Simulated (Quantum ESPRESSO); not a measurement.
Field gradients of HfO$_{2}$ from a PBE PAW density (pw.x of a modified build of Quantum ESPRESSO, JTH datasets) with the all-electron reconstruction of Petrilli and co-workers. The input of pw.x:

```
&CONTROL
  calculation = 'scf'
  prefix = 'x'
  pseudo_dir = './pseudo'
  outdir = './out'
  tprnfor = .true.
/
&SYSTEM
  ibrav = 0
  nat = 6
  ntyp = 2
  ecutwfc = 45
  ecutrho = 180
  occupations = 'fixed'
  nbnd = 28
/
&ELECTRONS
  conv_thr = 1e-11
/
ATOMIC_SPECIES
Hf 178.490 Hf.GGA_PBE-JTH.UPF
O 15.999 O.GGA_PBE-JTH.UPF
CELL_PARAMETERS angstrom
    3.558020000000     0.000000000000     0.000000000000
    0.000000000000     3.558020000000     0.000000000000
    0.000000000000     0.000000000000     5.171860000000
ATOMIC_POSITIONS crystal
Hf     0.500000000000     0.500000000000     0.500000000000
Hf     0.000000000000     0.000000000000     0.000000000000
O      0.000000000000     0.500000000000     0.697210000000
O      0.000000000000     0.500000000000     0.197210000000
O      0.500000000000     0.000000000000     0.802790000000
O      0.500000000000     0.000000000000     0.302790000000
K_POINTS automatic
6 6 5 0 0 0
```
The cell comes from the Materials Project (a computed structure). It is HfO2 in P4₂/nmc. Stability against distortions was not tested. The run has no spin polarisation.

Vzz is the sum of three terms, each taken along its main axis: the smooth valence density, the ions (nucleus and frozen core) with the augmentation charges of all other spheres, and the all-electron minus smooth density in the atom's own sphere. The split hangs on the datasets.  Cores are frozen. Against all-electron runs on small test molecules, this scheme's |Vzz| missed by −2 to +6 % on O. Hf had no test against all-electron runs. Spin–orbit coupling is left out, a limit on Hf.

```
site                  smooth valence density  ions and other spheres  own sphere  Vzz (a.u.)
--------------------  ----------------------  ----------------------  ----------  ----------
Hf (atoms 1, 2)                        0.032                  -0.027         [?]         [?]
O (atoms 3, 4, 5, 6)                   0.145                  -0.130         [?]         [?]
```

Q: What belongs in the gaps?

A: 
- Hf (atoms 1, 2), own sphere: 1.366
- Hf (atoms 1, 2), Vzz (a.u.): 1.372
- O (atoms 3, 4, 5, 6), own sphere: 0.088
- O (atoms 3, 4, 5, 6), Vzz (a.u.): 0.104
